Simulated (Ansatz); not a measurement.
# C: two-dimensional strain map

The calculation used DFT r2SCAN, scalar-relativistic, plane waves, PAW (Ansatz). The runs took a 500 eV cutoff, a Γ-centred 12×12×12 mesh and Gaussian smearing (0.05 eV). No spin polarisation. Energies are free energies at this smearing, counted from the undisturbed cell; pressure is positive in compression.

The starting cell (as given, not relaxed at this level; it stands at 0.2 GPa):

```
C
1.0
     1.22803    0.70900    3.34701
    -1.22803    0.70900    3.34701
     0.00000   -1.41800    3.34701
C
2
Direct
  0.16400 0.16400 0.16400
  0.83600 0.83600 0.83600
```

The cell holds layers and no dispersion correction was added, so their binding is poorly described.

The cell is strained by p along both x and y and by q along z, fractional coordinates fixed. Points are written (p, q).

Energy above the undisturbed cell in meV/atom (a dash: not computed):

```csv
p \ q,-0.050,-0.025,0.000,0.025,0.050
-0.050,202.9,199.7,198.4,198.3,199.2
-0.025,51.5,47.9,46.2,45.9,46.6
0.000,6.1,2.0,0.0,-0.6,-0.1
0.025,48.5,44.0,41.7,40.8,41.1
0.050,163.1,158.3,155.7,154.6,154.6
```

Pressure in GPa:

| p \ q | -0.050 | -0.025 | 0.000 | 0.025 | 0.050 |
| --- | --- | --- | --- | --- | --- |
| -0.050 | 58.3 | 56.4 | 54.7 | 53.1 | 51.7 |
| -0.025 | 26.3 | 25.2 | 24.3 | 23.5 | 22.7 |
| 0.000 | 1.0 | 0.5 | 0.2 | -0.1 | -0.2 |
| 0.025 | -19.0 | -18.9 | -18.8 | -18.5 | -18.3 |
| 0.050 | -34.5 | -34.0 | -33.5 | -32.9 | -32.3 |

Gap on the k-mesh in eV:

```csv
p \ q,-0.050,-0.025,0.000,0.025,0.050
-0.050,0.99,0.86,0.75,0.65,0.56
-0.025,1.01,0.88,0.77,0.67,0.58
0.000,1.04,0.91,0.79,0.69,0.60
0.025,1.06,0.93,0.81,0.71,0.62
0.050,1.06,0.95,0.83,0.73,0.64
```